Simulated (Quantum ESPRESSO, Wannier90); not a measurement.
# Wannier functions of FeNi₃ (Cu3Au type)

```
begin unit_cell_cart
ang
    3.5104200000    0.0000000000    0.0000000000
    0.0000000000    3.5104200000    0.0000000000
    0.0000000000    0.0000000000    3.5104200000
end unit_cell_cart
begin atoms_frac
Fe   0.0000000000  0.0000000000  0.0000000000
Ni   0.0000000000  0.5000000000  0.5000000000
Ni   0.5000000000  0.0000000000  0.5000000000
Ni   0.5000000000  0.5000000000  0.0000000000
end atoms_frac
```

Structure: Materials Project mp-1418, symmetrised, not relaxed again. COD (Crystallography Open Database) has an entry of this formula and space group (matched by these alone). Computed values, not measurements, from PBEsol: Quantum ESPRESSO (norm-conserving PseudoDojo potentials, cutoff 79 Ry, spinors with spin-orbit coupling, ferromagnetic start along z) on a Γ-centred 4×4×4 mesh, then Wannier90. Density: 12×12×12 mesh, cold smearing 0.01 Ry. Only the ferromagnetic state was computed; other magnetic orders were not tried.

A tight-binding model is made by disentanglement and projection with no localisation steps (num_iter = 0), so the 72 orbitals stay atom-like: hydrogen-like Fe: s;p;d; Ni: s;p;d, axes along x, y, z; frozen window up to 3.00 eV relative to the Fermi level. It follows pw.x to 20 meV rms for states up to 1.0 eV relative to the Fermi level. Matrix elements depend on this choice of orbitals and windows.

The 20 largest hoppings ⟨m,0|H|n,R⟩ between different sites (one of each Hermitian pair; signs follow the real orbitals' lobes; the list may end inside a set of equal values):

```json
[
 {"m": "Ni2 pz↓", "n": "Fe1 py↓", "R": "0 0 0", "distance of the centres (Å)": "2.48", "t (eV)": "2.219", "Im t (eV)": "0.000"},
 {"m": "Ni2 py↓", "n": "Fe1 pz↓", "R": "0 0 0", "distance of the centres (Å)": "2.48", "t (eV)": "2.219", "Im t (eV)": "0.000"},
 {"m": "Ni3 pz↓", "n": "Fe1 px↓", "R": "0 0 0", "distance of the centres (Å)": "2.48", "t (eV)": "2.219", "Im t (eV)": "0.000"},
 {"m": "Ni3 px↓", "n": "Fe1 pz↓", "R": "0 0 0", "distance of the centres (Å)": "2.48", "t (eV)": "2.219", "Im t (eV)": "0.000"},
 {"m": "Ni2 pz↓", "n": "Fe1 py↓", "R": "0 0 1", "distance of the centres (Å)": "2.48", "t (eV)": "-2.219", "Im t (eV)": "0.000"},
 {"m": "Ni2 py↓", "n": "Fe1 pz↓", "R": "0 0 1", "distance of the centres (Å)": "2.48", "t (eV)": "-2.219", "Im t (eV)": "0.000"},
 {"m": "Ni3 pz↓", "n": "Fe1 px↓", "R": "0 0 1", "distance of the centres (Å)": "2.48", "t (eV)": "-2.219", "Im t (eV)": "0.000"},
 {"m": "Ni3 px↓", "n": "Fe1 pz↓", "R": "0 0 1", "distance of the centres (Å)": "2.48", "t (eV)": "-2.219", "Im t (eV)": "0.000"},
 {"m": "Ni2 pz↓", "n": "Fe1 py↓", "R": "0 1 0", "distance of the centres (Å)": "2.48", "t (eV)": "-2.219", "Im t (eV)": "0.000"},
 {"m": "Ni2 py↓", "n": "Fe1 pz↓", "R": "0 1 0", "distance of the centres (Å)": "2.48", "t (eV)": "-2.219", "Im t (eV)": "0.000"},
 {"m": "Ni2 pz↓", "n": "Fe1 py↓", "R": "0 1 1", "distance of the centres (Å)": "2.48", "t (eV)": "2.219", "Im t (eV)": "0.000"},
 {"m": "Ni2 py↓", "n": "Fe1 pz↓", "R": "0 1 1", "distance of the centres (Å)": "2.48", "t (eV)": "2.219", "Im t (eV)": "0.000"},
 {"m": "Ni3 pz↓", "n": "Fe1 px↓", "R": "1 0 0", "distance of the centres (Å)": "2.48", "t (eV)": "-2.219", "Im t (eV)": "0.000"},
 {"m": "Ni3 px↓", "n": "Fe1 pz↓", "R": "1 0 0", "distance of the centres (Å)": "2.48", "t (eV)": "-2.219", "Im t (eV)": "0.000"},
 {"m": "Ni3 pz↓", "n": "Fe1 px↓", "R": "1 0 1", "distance of the centres (Å)": "2.48", "t (eV)": "2.219", "Im t (eV)": "0.000"},
 {"m": "Ni3 px↓", "n": "Fe1 pz↓", "R": "1 0 1", "distance of the centres (Å)": "2.48", "t (eV)": "2.219", "Im t (eV)": "0.000"},
 {"m": "Ni4 px↓", "n": "Fe1 py↓", "R": "0 0 0", "distance of the centres (Å)": "2.48", "t (eV)": "2.219", "Im t (eV)": "-0.003"},
 {"m": "Ni4 py↓", "n": "Fe1 px↓", "R": "0 0 0", "distance of the centres (Å)": "2.48", "t (eV)": "2.219", "Im t (eV)": "0.003"},
 {"m": "Ni4 px↓", "n": "Fe1 py↓", "R": "0 1 0", "distance of the centres (Å)": "2.48", "t (eV)": "-2.219", "Im t (eV)": "-0.003"},
 {"m": "Ni4 py↓", "n": "Fe1 px↓", "R": "0 1 0", "distance of the centres (Å)": "2.48", "t (eV)": "-2.219", "Im t (eV)": "0.003"}
]
```
